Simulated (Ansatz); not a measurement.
Tl$_{2}$GeSe$_{3}$:
```
Tl2GeSe3
1.0
    6.83541     0.00000     0.00000
   -0.38626     8.76705     0.00000
    0.00000     0.00000    35.00000
Tl Ge Se
4 2 6
Direct
  0.73798   0.53687   0.54064
  0.26202   0.46313   0.45936
  0.42273   0.04929   0.56232
  0.57727   0.95071   0.43768
  0.06462   0.83158   0.48950
  0.93538   0.16842   0.51050
  0.13377   0.35310   0.53933
  0.86623   0.64690   0.46067
  0.38133   0.76143   0.50296
  0.61867   0.23857   0.49704
  0.07262   0.06462   0.45269
  0.92738   0.93538   0.54731
```
Free-standing layer in the xy plane with vacuum along z and no interaction between images.

Relaxed with r²SCAN+D4. Plane-wave PAW r²SCAN+D4 (Ansatz code) gives a gap of 1.97 eV.

Task: What gap does HSE06 give on the same cell (Ansatz, PAW)?

Result: 2.42 eV, 0.45 eV more. The hybrid was solved on a coarser mesh and at special points; its gap is the smallest among all of these.

Cost on shared cores: the r²SCAN+D4 run (SCF on a 6×4×1 mesh, then bands and DOS) about 50 core-minutes (a rough figure), the HSE06 run (SCF on 4×2×1, then a few points) about 2.1 core-hours (a rough figure); the tasks are unlike.

Space group P-1. The layer was cut from a bulk entry of the Materials Project (measured or hypothetical); whether that bulk phase is the ambient one, and whether the layer has been isolated, was not checked. The cell was relaxed with r²SCAN+D4 under the symmetry of its start; whether a distortion lowers the energy is not shown. Spin–orbit coupling is left out wherever it is not named.

Potentials: the later of the program's two PAW sets.
